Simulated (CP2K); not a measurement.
WS and the effect of the dispersion correction

The cell as given:

Symmetry: Pm-3m, No. 221, cubic system. Conventional cell: a = 3.008 Å, b = 3.008 Å, c = 3.008 Å, α = 90.00°, β = 90.00°, γ = 90.00°. W (site symmetry m-3m) has 8 S at 2.60 Å as nearest neighbours. S (site symmetry m-3m) has 8 W at 2.60 Å as nearest neighbours.

The cell comes from a database or a generator and needn't be the stable form of this composition.

Kept alike: task relaxation of cell and atoms; functional revPBE; k mesh 7 × 7 × 7; occupations fermi-dirac, width 0.05 eV; no spin polarisation. Program: CP2K, POTENTIAL_UZH W GTH-PBE-q14, S GTH-PBE-q6; DZVP-MOLOPT-PBE-GTH basis. The mesh is that of the run's cell of 2 atoms. No spin-orbit coupling.

| dispersion correction | volume (Å³/atom) |
| --- | --- |
| D3(zero) | 13.063 |
| D3(BJ) | 12.844 |
| D3(BJ)+ATM | 12.910 |
| D4 | 12.986 |
| none | 13.649 |

The relaxations keep at least the cell's symmetry (Pm-3m). For a metal such a mesh leaves the last digits unconverged. Relaxations stop with a little pressure left, so the last digits of a volume or edge aren't settled. All rows use potentials made for PBE.

Task: What does the dispersion correction change here?

Result: The volume runs from 12.844 (D3(BJ)) to 13.649 Å³/atom (none). Against no correction: D3(zero) -4.3 %; D3(BJ) -5.9 %; D3(BJ)+ATM -5.4 %; D4 -4.9 %. Dispersion terms mostly attract and so lower the volume; the schemes' coefficients and damping set how far.
